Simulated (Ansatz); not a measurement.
The elements of this relaxed trial crystal are hidden behind letters.

```
lattice vectors (Å)
  -2.0039    2.0039    8.5205
   2.0039   -2.0039    8.5205
   2.0039    2.0039   -8.5205
fractional positions
X 0.5000 0.5000 0.0000
Z 0.8334 0.8334 0.0000
Z 0.1666 0.1666 0.0000
Q 0.0000 0.0000 0.0000
Q 0.6637 0.6637 0.0000
Q 0.3363 0.3363 0.0000
```

The calculation used Ansatz, DFT PBE, scalar-relativistic, plane waves, PAW. The final run on the 6-atom cell used 420 eV, a Γ-centred 14×14×14 mesh, 0.10 eV smearing and no spin polarisation.

```
Space group                                 : I4/mmm (No. 139)
Conventional cell                           : a = 4.008 Å, c = 17.041 Å
Volume per atom                             : 22.81 Å³
Density                                     : 5.90 g/cm³
Energy over the elements                    : −0.72 eV/atom
Gap on the 14×14×14 mesh of the 6-atom cell : 0 eV (the bands overlap slightly)
```

Energies are uncorrected and count from the elements' standard states at the same level.

Problem. X is an s-block element of period 3, Z is a d-block element of period 5 and Q is a p-block element of period 4. Which elements are they?

Solution. X = Mg, Z = Cd, Q = Se, so the formula is MgCd2Se3. Density times volume gives a mean mass of 5.90 × 22.81/1.6605 = 81.0 u per atom, and this set has 81.0 u. Mg has 6 Se at 2.79–2.83 Å; Cd has 6 Se at 2.83–2.89 Å; Se on a site of symmetry 4/mmm has 4 Mg at 2.83 Å and 2 Cd at 2.84 Å; 1 more site not described. Other sets within the hints have nearly the same mass, so mass alone doesn't settle it; this one was computed.

The zero gap may come from the functional, which often closes small gaps. A structure relaxed within its symmetry needn't be a true minimum. Another cell of MgCd2Se3 relaxed alike, in P3m1, lies 114 meV/atom lower, so this cell isn't the stable form at this level.
